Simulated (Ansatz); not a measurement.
## GdP in the CsCl-type structure

Method: PBEsol, scalar-relativistic; collinear spin; PAW, 420 eV, 10×10×10 k-mesh, Gaussian smearing of 0.05 eV; code Ansatz. The datasets are Ansatz's generated set soft_2.

```cif
data_structure
_symmetry_space_group_name_H-M 'Pm-3m'
_symmetry_Int_Tables_number 221
_cell_length_a 3.4477
_cell_length_b 3.4477
_cell_length_c 3.4477
_cell_angle_alpha 90.000
_cell_angle_beta 90.000
_cell_angle_gamma 90.000
_cell_volume 40.98
loop_
_atom_site_label
_atom_site_type_symbol
_atom_site_symmetry_multiplicity
_atom_site_Wyckoff_symbol
_atom_site_fract_x
_atom_site_fract_y
_atom_site_fract_z
_atom_site_occupancy
Gd1 Gd 1 a 0.00000 0.00000 0.00000 1
P1 P 1 b 0.50000 0.50000 0.50000 1
```

This is a trial structure: such lanthanide and actinide compounds mostly take the rock-salt structure.

Magnetic state: ferromagnetic, site spin moments Gd 6.93; P -0.09 μB.

The cell above was scaled in volume, its shape and atoms being fixed by the lattice's symmetry. Energies are counted from the cell above.

The cell is relaxed to zero pressure at this level.

```
V (Å³/atom)  ΔE (meV/atom)  P from the stress (GPa)
     19.671           9.58                     3.82
     20.081           2.38                     1.83
     20.490           0.00                     0.00
     20.900           2.09                    -1.67
     21.310           8.26                    -3.20
```

Question: Do the energies and the pressures agree? Compare −ΔE/ΔV between neighbouring points (1 meV/Å³ = 0.1602 GPa) with the mean of their pressures.

Answer: 
```
interval (Å³/atom)  −ΔE/ΔV (GPa)  mean P (GPa)
    19.67 to 20.08           2.8           2.8
    20.08 to 20.49           0.9           0.9
    20.49 to 20.90          -0.8          -0.8
    20.90 to 21.31          -2.4          -2.4
```
They differ by 0.02 GPa at most.

Question: What do the two routes give for V0, B0 and B0′?

Answer: A third-order Birch–Murnaghan fit of the energies: V0 = 20.50 Å³/atom, B0 = 87 GPa, B0′ = 3.1. A polynomial of P in ln V, with B = −dP/d ln V at P = 0: V0 = 20.49 Å³/atom, B0 = 87 GPa, B0′ = 3.5.

B0·V0 = 86.9 GPa × 20.50 Å³ = 11.11 eV/atom sets the scale: near the minimum ΔE ≈ ½ B0 V0 x², with x = V/V0 − 1, and a pressure of 0.9 GPa squeezes the volume by about 1 %. At the ends of the curve: x = −4.0 % predicts 9.1 meV/atom and the run gives 9.6; x = +4.0 % predicts 8.7 meV/atom and the run gives 8.3. Compression costs more and expansion less than the parabola says, since the crystal stiffens as it shrinks; B0′ measures that.

Without a U the 4f levels of Gd lie too near the Fermi level, so their share of the states there, and what hangs on it, is overstated. Spin–orbit coupling, which matters for such heavy elements, is left out. Site moments are of spin, integrated over atomic spheres. A displaced or strained copy of the relaxed cell lay 1.6 meV/atom lower, so the structure isn't a true minimum at this level, unless the mesh, which matters in a metal, makes it so. No antiparallel order was tried.
